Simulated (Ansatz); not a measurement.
**HfC across functionals**

```
CELL_PARAMETERS angstrom
0.00000 2.31714 2.31714
2.31714 0.00000 2.31714
2.31714 2.31714 0.00000
ATOMIC_POSITIONS crystal
Hf 0.00000 0.00000 0.00000
C 0.50000 0.50000 0.50000
```

Atom numbers follow the list: Hf1, C2.

Structure from Materials Project entry mp-21075 (possibly hypothetical), not relaxed further.

Spin–orbit coupling is left out, though it moves levels of the heavy atoms by tenths of an eV or more.

One fixed cell is solved with several functionals by PAW (frozen-core files) in Ansatz 0.2.0, scalar-relativistically. A positive pressure means that the functional wants a larger cell.

The PAW files were made with PBE; their cores are remade for each functional.

The runs use a Γ-centred 14×14×14 k mesh, Fermi–Dirac smearing of 0.05 eV, cutoff 420 eV, no spin polarisation; the PAW files were made with PBE, and the program remakes their frozen cores for this functional.

Cutoffs: LDA 420 eV, PBEsol 420 eV, r²SCAN 500 eV, PBE 420 eV.

```csv
setting,P (GPa),"lowest level at Γ above −25 eV, from the valence-band top or, without a gap, the Fermi level (eV)"
LDA,-9.70,-12.22
PBEsol,-4.27,-12.34
r²SCAN,1.00,-13.11
PBE,2.61,-12.36
```
